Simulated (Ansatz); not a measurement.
Consider the following.

Relaxed Ti (hcp, Mg type):

```
Ti
1.0
    5.87254     0.00000     0.00000
   -1.46813     2.54288     0.00000
    2.93627     0.00000     4.63716
Ti
4
Cartesian
  5.87254   1.69526   3.47787
  2.93627   1.69526   3.47787
  1.46813   0.84763   1.15929
  4.40440   0.84763   1.15929
```

A phonon eigenvector at L = (0.5, 0.0, 0.5) is frozen into this cell: atom i moves by Q times the vector below, so Q is the largest atomic displacement, in Å. The cell is held. It is one choice among 2 degenerate patterns. (q is in reciprocal vectors of the primitive cell; the cell shown is doubled to hold the pattern.)

```csv
atom,x,y,z
Ti1,0.000,0.000,-0.950
Ti2,0.000,0.000,0.950
Ti3,-0.866,-0.500,0.000
Ti4,0.866,0.500,0.000
```

The numbers are results of r2SCAN (plane waves to 500 eV, PAW, scalar-relativistic; Ansatz, a quantum-chemistry and plane-wave program), not measurements. k mesh 18×18×18 (Γ-centred), Fermi-Dirac smearing 0.05 eV. Energies are smeared free energies. With partly filled bands, energies and forces of such displacements shift with the k mesh and the smearing. The PAW data are Ansatz's earlier set. Ti is run without spin polarisation. Ti was relaxed with its symmetry unable to fall. ΔE is measured from the undisplaced structure.

The scan covers Q from -0.100 to 0.100 Å in 13 points.

Task: Is this a single well or a double well?

Result: A single well with its minimum at or next to zero displacement.

Task: Which space group does the distorted structure have?

Result: Imm2 (No. 44), lowered from P6_3/mmc.

Task: What is the energy change at Q = 0.100 Å?

Result: 266 meV/cell.

Task: What harmonic wavenumber does the curvature at Q = 0 give?

Result: 288 cm⁻¹.

(A displaced cell: forces are minus the slopes of the energy, force constants its curvatures, and phonons follow from these.)
